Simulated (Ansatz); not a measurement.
Be2Ru (cubic Laves (MgCu2 type), Fd-3m) under volume change, DFT-PBEsol in the program Ansatz with PAW potentials, scaled uniformly.

| V (Å³/atom) | E − E(relaxed) (meV/atom) | P (GPa) |
|---|---|---|
| 8.497 | 61.1 | 25.29 |
| 8.777 | 25.7 | 15.50 |
| 9.058 | ? | ? |
| 9.338 | 0.0 | -0.02 |
| 9.618 | ? | ? |
| 9.898 | 21.0 | -11.39 |
| 10.178 | 44.9 | -15.89 |

Task: Some entries are withheld; supply them.

Result: 
- 9.618, E − E(relaxed) (meV/atom): 5.5
- 9.618, P (GPa): -6.15
- 9.058, E − E(relaxed) (meV/atom): 6.1
- 9.058, P (GPa): 7.14

Task: What does a third-order Birch–Murnaghan fit give for V₀, B₀ and B′?

Result: V₀ = 9.34 Å³/atom, B₀ = 220 GPa, B′ = 4.2.

A made-up cell: these elements were put on the sites of a structure type; neither database checked (COD, Materials Project) lists it. Whether it is the stable phase at ambient conditions was not checked. The PBEsol relaxation kept the symmetry of its start; whether a distortion lowers the energy is not shown. The run is not spin-polarised.

Potentials: the earlier of the program's two PAW sets. The files were generated under PBE; for other functionals the program regenerates the frozen cores, and for LDA and PBEsol the local potential too.
